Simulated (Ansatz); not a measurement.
The relaxed structure here is a generated cell of Ta2Ge: the first start was made by placing the elements on the sites of a structure type, and the end was not matched to a known phase here, so it may be hypothetical.

The start is a generated cell, Ta2Ge built in the AFLOW prototype AB2_oP6_58_a_g (C18, as in FeS2). A full variable-cell relaxation at zero pressure is run with r2SCAN (plane waves to 500 eV, PAW, scalar-relativistic; Ansatz, an electronic-structure program). The first steps use a coarse 5×4×6 k-mesh.

Input geometry:
```
CELL_PARAMETERS angstrom
      4.86141     0.00000     0.00000
      0.00000     5.93331     0.00000
      0.00000     0.00000     3.70397
ATOMIC_POSITIONS crystal
  Ge 0.00000 0.00000 0.00000
  Ge 0.50000 0.50000 0.50000
  Ta 0.20040 0.37870 0.00000
  Ta 0.70040 0.12130 0.50000
  Ta 0.29960 0.87870 0.50000
  Ta 0.79960 0.62130 0.00000
```

- Outcome: The space group stays Pnnm (No. 58) (the run could not lower it); the end is AFLOW prototype AB2_oP6_58_a_g (as in Fe2C), with 6 atoms in the primitive cell
- Band gap at the end: no gap (metallic)
- Optimiser moves: 13

Final values are on a 9×8×14 k-mesh of the relaxed cell. The start holds a very short contact (Ta–Ta 2.42 Å). No spin polarisation in the result.

The run could not lose the symmetry of its start, so the end can be a saddle point.
